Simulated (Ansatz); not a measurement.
Polymorphs of BAs, each relaxed with the program Ansatz at the LDA level (PAW):

A: wurtzite (P6_3mc)
a = b = 3.329 Å, c = 5.513 Å, α = β = 90.00°, γ = 120.00°

```tsv
atom	site	symmetry	x	y	z
B	2b	3m.	0.3333	0.6667	0.3745
As	2b	3m.	0.3333	0.6667	0.0005
```

B: Pnma
a = 6.5331 Å, b = 3.3790 Å, c = 5.6208 Å, α = β = γ = 90.00°

```tsv
atom	site	symmetry	x	y	z
B	4c	.m.	0.1602	0.2500	0.4008
As	4c	.m.	0.3364	0.2500	0.1087
```

C: zinc blende (F-43m)
a = b = c = 4.732 Å, α = β = γ = 90.00°

```csv
atom,site,symmetry,x,y,z
B,4c,-43m,0.2500,0.2500,0.2500
As,4a,-43m,0.0000,0.0000,0.0000
```

Put the candidates in order of energy per atom at 0 K, lowest first, for LDA.

C (+0 meV/atom), A (+8 meV/atom), B (+287 meV/atom)

Give each one's gap.

A 1.05 eV; B 0.38 eV; C 1.11 eV.

Typed or built starts, not in the databases checked: B. Not the usual ambient phase: A; B. All cells were relaxed under the symmetry of their starts (and spin orders); stability against distortions was not tested throughout. Spin–orbit coupling is left out wherever it is not named.

Energies hold the estimated change up to a 700 eV cutoff; steps of a few meV lie near the error of the meshes.

Potentials: the earlier of the program's two PAW sets. The files were generated under PBE; for other functionals the program regenerates the frozen cores, and for LDA and PBEsol the local potential too.
